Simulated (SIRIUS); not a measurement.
Set-up for a self-consistent single point of MgZn₃S₄ (Pm, 8 atoms in the cell; from Materials Project mp-1221971, changed as shown).

```yaml
crystal:
  lattice:
    - [6.17985, 0.00000, 0.00000]
    - [0.00000, 3.77360, 0.00000]
    - [-0.00516, 0.00000, 6.55279]
  atoms:
    - { symbol: Mg, position: [0.50040, 0.00000, 0.66650] }
    - { symbol: Zn, position: [0.49960, 0.50000, 0.16670] }
    - { symbol: Zn, position: [0.99930, 0.50000, 0.83650] }
    - { symbol: Zn, position: [0.99870, 0.00000, 0.32980] }
    - { symbol: S, position: [0.11300, 0.00000, 0.66540] }
    - { symbol: S, position: [0.12710, 0.50000, 0.16740] }
    - { symbol: S, position: [0.63030, 0.50000, 0.84350] }
    - { symbol: S, position: [0.62770, 0.00000, 0.32410] }
```

Method: PBEsol, GBRV PBEsol ultrasoft pseudopotentials (plane waves; SIRIUS).

SIRIUS settings:

- parameters.ngridk = 4 6 4
- parameters.xc_functionals = [XC_GGA_X_PBE_SOL, XC_GGA_C_PBE_SOL]
- parameters.gk_cutoff = 6.325 1/bohr
- parameters.pw_cutoff = 14.143 1/bohr
- parameters.smearing = gaussian
- parameters.smearing_width = 0.0001 Ha
- potentials = GBRV PBEsol ultrasoft pseudopotentials
- parameters.electronic_structure_method = pseudopotential
- parameters.num_bands = 56
- parameters.num_mag_dims = 0
- parameters.num_dft_iter = 100
- parameters.energy_tol = 1e-07 Ha
- parameters.density_tol = 1e-06
- mixer.type = broyden2
- mixer.beta = 0.7
- mixer.use_hartree = false

Results:

| Property | Value |
|---|---|
| Number of valence electrons | 94 |
| Number of bands | 56 |
| Number of k-points after the program's reduction | 40 |
| Number of plane waves (most at a k-point) | 4428 |
| Number of SCF iterations | 21 |
| FFT grid | 60 × 36 × 60 |
| Free energy E − TS | -21842.9679 eV |
| Gap on the k-point mesh | 2.50 eV |
| Pressure | 3.88 GPa |
| Largest force (vector length) | 0.080 eV/Å |

Forces (eV/Å):
| atom | Fx | Fy | Fz |
|---|---|---|---|
| Mg1 | -0.043 | 0.000 | -0.041 |
| Zn2 | -0.046 | 0.000 | 0.051 |
| Zn3 | 0.052 | 0.000 | 0.010 |
| Zn4 | 0.027 | 0.000 | 0.003 |
| S5 | -0.068 | 0.000 | -0.014 |
| S6 | 0.000 | 0.000 | -0.007 |
| S7 | 0.059 | 0.000 | 0.054 |
| S8 | 0.023 | 0.000 | -0.056 |

Stress (GPa, positive for compression):
```
 3.92   0.00  -0.02
 0.00   3.85   0.00
-0.02   0.00   3.87
```

The gap is read on the k-point mesh of the run and can differ from the gap over the whole zone at this level.

For comparison: a first run was changed to give this one (lattice scaled by 0.98), and from it to this one the free energy rises by 10.3 meV/atom, the pressure goes from -0.87 to 3.88 GPa, the largest force goes from 0.098 to 0.080 eV/Å and the gap on the mesh goes from 2.245 to 2.503 eV.

The structure comes from a collection of computed structures, made at another level of theory; the collection holds predicted forms beside known ones. Its lattice was then scaled.

Cost on one core: around 5 core-minutes (rough).
